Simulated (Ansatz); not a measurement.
Al2Ni3 (P4/mmm): electronic heat capacity from the density of states

Theory: DFT r2SCAN, scalar-relativistic, plane waves, PAW (Ansatz).

Settings: cutoff 500 eV, Γ-centred mesh 12×12×4 on the computed 10-atom cell, Gaussian smearing of 0.10 eV; collinear spin from starting moments 0 0 0 0 0 0 0 0 0 0.59 μB.

Relaxed cell: P4/mmm, a = 2.862 Å, b = 2.862 Å, c = 14.006 Å, α = 90.00°, β = 90.00°, γ = 90.00°, 10 atoms in the primitive cell. Whether it is the stable form of this composition wasn't checked.

The density of states at the Fermi level is 6.144 states/eV in the cell of 10 atoms (2 formula units; both spins, tetrahedra on a 18×18×6 mesh). The run ends with a moment of 0.45 μB a cell (largest on a site 0.54 μB), and the figure is for this state; a paramagnetic sample can have a quite different one. Another magnetic order, if the compound takes it, can change N(E_F) and the shape of the cell a good deal.

Task: What Sommerfeld coefficient does this give?

Result: Per formula unit N(E_F) = 3.072 states/eV. γ = (π²/3) k_B² N(E_F) N_A = 2.357 mJ/(mol K²) per state/eV, so γ = 7.2 mJ/(mol K²), a mole of formula units. This is the bare band result: a measured γ of the same phase and magnetic order is as a rule larger by a factor 1 + λ from phonons and spin fluctuations. N(E_F) at one energy is sensitive to the mesh where the density of states has sharp peaks.

The state reached may not be the lowest one.

Only this magnetic start was tried.

Cost: 1 run of about 6 core-minutes, on Intel Xeon 6975P-C (Granite Rapids) (shared hosts).